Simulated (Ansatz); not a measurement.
ZnCu2SnS4 in space group I-4 (No. 82; Pearson symbol tI16) at seven volumes, PBEsol in the plane-wave PAW code Ansatz, shape and atoms relaxed at each. One row is withheld.

```tsv
V (Å³/atom)	P (GPa)
17.660	9.48
18.243	5.75
18.825	?
19.407	0.00
19.989	-2.20
20.571	-4.04
21.154	-5.59
```

### Question
Fit the shown pressures and predict the withheld one.

### Answer
Third-order Birch–Murnaghan: P = (3/2)B₀(x^(7/2) − x^(5/2))[1 + (3/4)(B′ − 4)(x − 1)] with x = (V₀/V)^(2/3). Least squares on the six rows gives V₀ = 19.407 Å³/atom, B₀ = 79.91 GPa, B′ = 4.85. At V = 18.825, x = 1.0205 and P = 2.62 GPa. The run itself gave 2.62 GPa.

Symmetry was held in the PBEsol relaxation. No spin polarisation was allowed. Spin–orbit coupling is left out wherever it is not named.

Potentials: the later of the program's two PAW sets.
